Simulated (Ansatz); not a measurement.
PIr2:
```
PIr2
1.0
    0.00000     2.77402     2.77402
    2.77402     0.00000     2.77402
    2.77402     2.77402     0.00000
P Ir
1 2
Direct
  0.00000   0.00000   0.00000
  0.25000   0.25000   0.25000
  0.75000   0.75000   0.75000
```

Relaxed with r²SCAN. Special points in fractions of this cell's reciprocal vectors: Γ (0.000, 0.000, 0.000); X (0.500, 0.000, 0.500); U (0.625, 0.250, 0.625); K (0.375, 0.375, 0.750); L (0.500, 0.500, 0.500); W (0.500, 0.250, 0.750).

Q: List the band energies nearest the Fermi level at these points for DFT-r²SCAN in the program Ansatz with PAW potentials.

A: In eV from the Fermi level; about four levels below and three above (degenerate sets whole), none deeper than 8.9 eV; points with the same levels are listed once.

```
k                          below                above
-  -----------------------------  -------------------
Γ  -6.11 -6.11 -0.66 -0.66 -0.66       0.79 1.72 1.72
X  -2.61 -2.61 -0.88 -0.88 -0.16       1.56 1.84 5.71
U        -2.33 -2.02 -1.32 -0.97       1.98 2.13 5.68
L  -2.96 -2.96 -2.68 -2.68 -2.60       4.06 4.58 4.58
W  -2.67 -2.67 -1.93 -1.41 -1.12  1.93 1.93 7.74 7.74
```

Space group Fm-3m (fluorite or antifluorite type). The first step of the workflow began from a Materials Project structure, measured or hypothetical; the Crystallography Open Database files this formula in space group No. 225, but the cells were not matched. Whether it is the stable phase at ambient conditions was not checked. The cell was relaxed with r²SCAN under the symmetry of its start; its stability against distortions is not shown here. No spin polarisation was allowed. Scalar-relativistic: spin–orbit coupling is off unless named, which matters more the heavier the elements.

Potentials: the later of the program's two PAW sets.
